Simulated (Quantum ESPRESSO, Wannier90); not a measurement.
ZnSnP$_{2}$ (P-4m2), plane waves to Wannier functions

```
ZnSnP2
1.0
    4.00390     0.00000     0.00000
    0.00000     4.00390     0.00000
    0.00000     0.00000     5.62318
Zn Sn P
1 1 2
Cartesian
  0.00000   0.00000   0.00000
  2.00195   2.00195   2.81159
  0.00000   2.00195   1.27680
  2.00195   0.00000  -1.27680
```

Materials Project entry mp-1215429; symmetrised, unrelaxed at this level. Not found in the COD (Crystallography Open Database) copy used; not checked further. Computed values, not measurements, from PBEsol: Quantum ESPRESSO (norm-conserving PseudoDojo potentials, cutoff 68 Ry, no spin polarisation, no spin-orbit coupling) on a Γ-centred 8×8×6 mesh, then Wannier90. Density: 8×8×6 mesh, Gaussian smearing 0.01 Ry. Spin-orbit coupling is left out although heavy elements are present.

Valence charges of the files: Zn 20, Sn 14, P 5. 42 bands were computed.

Isolated groups of bands, relative to the valence-band maximum (bands from 23 on overlap up to the last one computed):

| bands | from (eV) | to (eV) | filling | weight on atomic waves |
|---|---|---|---|---|
| 1 | -125.42 | -125.42 | filled | Zn 3s 99 % |
| 2–4 | -79.71 | -79.69 | filled | Zn 3p 100 % |
| 5–9 | -21.60 | -21.51 | filled | Sn 4d 100 % |
| 10–11 | -12.37 | -9.92 | filled | P 3s 64 %, Sn 5p 13 %, Sn 5s 11 % |
| 12 | -8.04 | -7.04 | filled | Zn 3d 45 %, P 3p 23 %, Sn 5s 23 % |
| 13–22 | -6.84 | 0.00 | filled | Zn 3d 45 %, P 3p 38 %, Sn 5p 8 % |

Wanted is a model with the orbitals Zn s p d, Sn s p, P s p, without the filled groups that are mainly made of other shells (semicore states, and anion s where it isn't named); all higher bands stay in for disentanglement.

Q: Give num_wann, exclude_bands and num_bands, and the number of electrons that the model holds.

A: Electrons: 1×20 + 1×14 + 2×5 = 44, which fill 22 bands.
num_wann = 1×9 + 1×4 + 2×4 = 21.
exclude_bands = 1-9, 9 bands, so num_bands = 42 − 9 = 33.
The model holds 44 − 2×9 = 26 electrons. With the window frozen to 1.98 eV it follows pw.x to 2.3 meV rms (states up to 1.5 eV relative to the valence-band maximum).
